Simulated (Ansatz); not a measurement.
Relaxed-ion elastic tensor of I (fcc (Cu type), Fm-3m) in GPa (Voigt order), plane-wave PAW r²SCAN+D4 (Ansatz code); density 6.11 g/cm³, 34.51 Å³ per atom.

```
  7.7   37.2   37.2    0.0    0.0    0.0
 37.2    7.7   37.2    0.0    0.0    0.0
 37.2   37.2    7.7    0.0    0.0    0.0
  0.0    0.0    0.0  -14.4    0.0    0.0
  0.0    0.0    0.0    0.0  -14.4    0.0
  0.0    0.0    0.0    0.0    0.0  -14.4
```

Q: Is the crystal mechanically stable?

A: No: the smallest eigenvalue of C is -29.5 GPa.

A made-up cell: these elements were put on the sites of a structure type; neither database checked (COD, Materials Project) lists it. It is not the phase usual at ambient conditions (space group No. 64). The r²SCAN+D4 relaxation kept the symmetry of its start. At this level the phase is mechanically unstable. As this level gives no gap, shear constants depend on the k-mesh and smearing (Fermi–Dirac, 0.1 eV here). Scalar-relativistic: spin–orbit coupling is off unless named, which matters more the heavier the elements.

Potentials: the later of the program's two PAW sets.
